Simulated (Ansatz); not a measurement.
GaSb:
```
GaSb
1.0
    4.42009     0.00000     0.00000
   -2.21004     3.82791     0.00000
    0.00000     0.00000     9.59333
Ga Sb
3 3
Direct
  0.00000   0.50016   0.66667
  0.49984   0.49984   0.00000
  0.50016   0.00000   0.33333
  0.00000   0.50011   0.16667
  0.49989   0.49989   0.50000
  0.50011   0.00000   0.83333
```

Relaxed with PBE. Special points in fractions of this cell's reciprocal vectors: Γ (0.000, 0.000, 0.000); M (0.500, 0.000, 0.000); K (0.333, 0.333, 0.000); A (0.000, 0.000, 0.500); L (0.500, 0.000, 0.500); H (0.333, 0.333, 0.500).

Problem. List the band energies nearest the Fermi level at these points for plane-wave PAW PBE (Ansatz code).

Solution. In eV from the Fermi level; about four levels below and three above (degenerate sets whole), none deeper than 8.9 eV; points with the same levels are listed once.

| k | below | above |
|---|---|---|
| Γ | -0.95 -0.95 -0.50 -0.50 -0.28 | 0.38 1.22 1.22 |
| M | -2.24 -1.59 -1.38 -1.35 | 0.05 0.53 1.28 |
| K | -1.88 -1.39 -1.39 -0.41 | 1.93 1.93 4.20 4.20 |
| A | -0.46 -0.41 -0.41 -0.11 | 1.24 1.24 1.32 |
| L | -2.26 -2.07 -1.73 -1.55 | 1.09 1.21 2.38 |
| H | -3.31 -3.31 -1.73 -1.16 | 1.95 1.95 2.15 |

Space group P6_422. The start of the workflow was typed in or built on a structure type; neither database checked (COD, Materials Project) lists it. It is not the phase usual at ambient conditions (space group No. 216). Symmetry was held in the PBE relaxation; its stability against distortions is not shown here. A small band overlap can be real or an error of a semilocal functional. Point labels and valley counts follow the cell and symmetry of the run, lower than the named group. Scalar-relativistic: spin–orbit coupling is off unless named, which matters more the heavier the elements.

Potentials: the later of the program's two PAW sets.
